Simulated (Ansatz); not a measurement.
SnSe2:
```
CELL_PARAMETERS angstrom
      3.82903     0.00000     0.00000
     -1.91452     3.31604     0.00000
      0.00000     0.00000     6.28500
ATOMIC_POSITIONS crystal
  Sn 0.00000 0.00000 0.00000
  Se 0.33333 0.66667 0.25038
  Se 0.66667 0.33333 0.74962
```

Relaxed with r²SCAN+D4. Special points in fractions of this cell's reciprocal vectors: Γ (0.000, 0.000, 0.000); M (0.500, 0.000, 0.000); K (0.333, 0.333, 0.000); A (0.000, 0.000, 0.500); L (0.500, 0.000, 0.500); H (0.333, 0.333, 0.500).

Task: List the band energies nearest the valence-band maximum at these points for plane-wave PAW r²SCAN+D4 with spin–orbit coupling (Ansatz code).

Result: In eV from the valence-band maximum; about four levels below and three above (degenerate sets whole), none deeper than 8.9 eV; points with the same levels are listed once.

```tsv
k	below	above
Γ	-0.21 -0.21 -0.13 -0.13	1.40 1.40 3.47 3.47
M	-1.24 -1.24 -0.33 -0.33	1.34 1.34 4.21 4.21
K	-1.56 -1.56 -1.51 -1.51	1.53 1.53 6.68 6.68
A	-0.34 -0.34 -0.07 -0.07	2.73 2.73 3.41 3.41
L	-0.93 -0.93 -0.63 -0.63	0.97 0.97 4.60 4.60
H	-0.53 -0.53 -0.44 -0.44	2.55 2.55 4.93 4.93
```

Space group P-3m1 (CdI2 type). Symmetry was held in the r²SCAN+D4 relaxation; of distortions, only those at the zone centre were tested.

Potentials: the later of the program's two PAW sets.
